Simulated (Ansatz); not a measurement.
V2SiB2:
```
V2SiB2
1.0
    2.97467     0.00000     0.00000
   -1.48733     2.57614     0.00000
    0.00000     0.00000     6.56816
V Si B
2 1 2
Direct
  0.33333   0.66667   0.72222
  0.33333   0.66667   0.27778
  0.00000   0.00000   0.00000
  0.00000   0.00000   0.50000
  0.66667   0.33333   0.50000
```

Relaxed with r²SCAN.

Task: Give the Bader charges and basin volumes of the independent atoms, r²SCAN in the plane-wave PAW code Ansatz.

Result: 

```
atom  Bader charge (e)  Bader volume (Å³)
----  ----------------  -----------------
V1               +1.09                9.2
Si3              -0.74               16.5
B4               -0.71                7.6
B5               -0.72                7.8
```

Space group P-6m2. The start of the workflow was typed in or built on a structure type; neither database checked (COD, Materials Project) lists it. Whether it is the stable phase at ambient conditions was not checked. The cell was relaxed with r²SCAN under the symmetry of its start; its stability against distortions is not shown here. The workflow began spin-polarised and lost its moments.

Potentials: the earlier of the program's two PAW sets.
